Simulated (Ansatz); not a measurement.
W (hcp (Mg type), P6_3/mmc) at seven volumes, PBEsol in the plane-wave PAW code Ansatz, shape and atoms relaxed at each. One row is withheld.

| V (Å³/atom) | P (GPa) |
|---|---|
| 14.595 | 33.54 |
| 15.076 | ? |
| 15.557 | 9.48 |
| 16.038 | 0.01 |
| 16.519 | -8.11 |
| 17.000 | -15.06 |
| 17.481 | -21.00 |

Q: Fit the shown pressures and predict the withheld one.

A: Third-order Birch–Murnaghan: P = (3/2)B₀(x^(7/2) − x^(5/2))[1 + (3/4)(B′ − 4)(x − 1)] with x = (V₀/V)^(2/3). Least squares on the six rows gives V₀ = 16.038 Å³/atom, B₀ = 291.9 GPa, B′ = 4.18. At V = 15.076, x = 1.0421 and P = 20.55 GPa. The run itself gave 20.55 GPa.

The start of the workflow was typed in or built on a structure type; the Crystallography Open Database copy checked does not list it. It is not the phase usual at ambient conditions (space group No. 229). Symmetry was held in the PBEsol relaxation; whether a distortion lowers the energy is not shown. The run is not spin-polarised. Scalar-relativistic: spin–orbit coupling is off unless named, which matters more the heavier the elements.

Potentials: the earlier of the program's two PAW sets. The files were generated under PBE; for other functionals the program regenerates the frozen cores, and for LDA and PBEsol the local potential too.
